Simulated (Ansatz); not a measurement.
Sn4Pt (space group Ccce)

```
CELL_PARAMETERS angstrom
      3.21219    -5.70322     0.00000
      3.21219     5.70322     0.00000
      0.00000     0.00000     6.40893
ATOMIC_POSITIONS crystal
  Sn 0.96011 0.70783 0.16667
  Sn 0.03989 0.29217 0.16667
  Sn 0.70783 0.96011 0.83333
  Sn 0.29217 0.03989 0.83333
  Sn 0.53989 0.79217 0.33333
  Sn 0.46011 0.20783 0.33333
  Sn 0.79217 0.53989 0.66667
  Sn 0.20783 0.46011 0.66667
  Pt 0.50000 0.50000 0.00000
  Pt 0.00000 0.00000 0.50000
```

Equation-of-state scan: isotropic scaling of the cell above, V₀ being its volume. The atoms relax within the cell's symmetry.

Computed with PBEsol (plane waves to 420 eV, PAW, scalar-relativistic; Ansatz, a first-principles code). k mesh 9×9×8 (Γ-centred), Fermi-Dirac smearing 0.05 eV. E stands for the smeared free energy. Compression counts positive. With the shape held, the modulus is that of even scaling; a crystal free to change shape is softer. Sn4Pt is run without spin polarisation. Sn4Pt was relaxed with its symmetry unable to fall. Spin-orbit coupling is left out, though Pt is heavy. The zero of ΔE is the relaxed starting cell. The last digit holds for this mesh only.

```json
[
 {"V (Å³/atom)": "22.073", "ΔE (meV/atom)": "22.0"},
 {"V (Å³/atom)": "22.308", "ΔE (meV/atom)": "14.9"},
 {"V (Å³/atom)": "22.543", "ΔE (meV/atom)": "9.3"},
 {"V (Å³/atom)": "22.778", "ΔE (meV/atom)": "5.1"},
 {"V (Å³/atom)": "23.012", "ΔE (meV/atom)": "2.2"},
 {"V (Å³/atom)": "23.247", "ΔE (meV/atom)": "0.5"},
 {"V (Å³/atom)": "23.482", "ΔE (meV/atom)": "0.0"},
 {"V (Å³/atom)": "23.717", "ΔE (meV/atom)": "0.5"},
 {"V (Å³/atom)": "23.952", "ΔE (meV/atom)": "withheld"},
 {"V (Å³/atom)": "24.186", "ΔE (meV/atom)": "4.6"},
 {"V (Å³/atom)": "24.421", "ΔE (meV/atom)": "7.9"},
 {"V (Å³/atom)": "24.656", "ΔE (meV/atom)": "12.1"},
 {"V (Å³/atom)": "24.891", "ΔE (meV/atom)": "17.0"}
]
```

Fit a third-order Birch-Murnaghan form (E₀, V₀, B₀, B₀′ free) to the given rows and predict ΔE at V = 23.952.

Least squares on the 12 given rows: ΔE = E₀ + (9V₀B₀/16)·y²·[2 + (B₀′ − 4)y], y = (V₀/V)^(2/3) − 1, with V₀ = 23.477 Å³/atom, B₀ = 73.10 GPa (160.2 GPa = 1 eV/Å³; the term in eV is multiplied by 1000), B₀′ = 5.74, E₀ = -0.01 meV/atom; root-mean-square residual 0.02 meV/atom. At 23.952 the fit gives 2.1 meV/atom; the calculation gives 2.1 meV/atom, the same to the digits shown. For the pressure the fit gives -1.4 GPa against the computed -1.4 GPa.

(A scan under strain: stresses follow from slopes of the energy per volume, elastic moduli from its curvatures.)
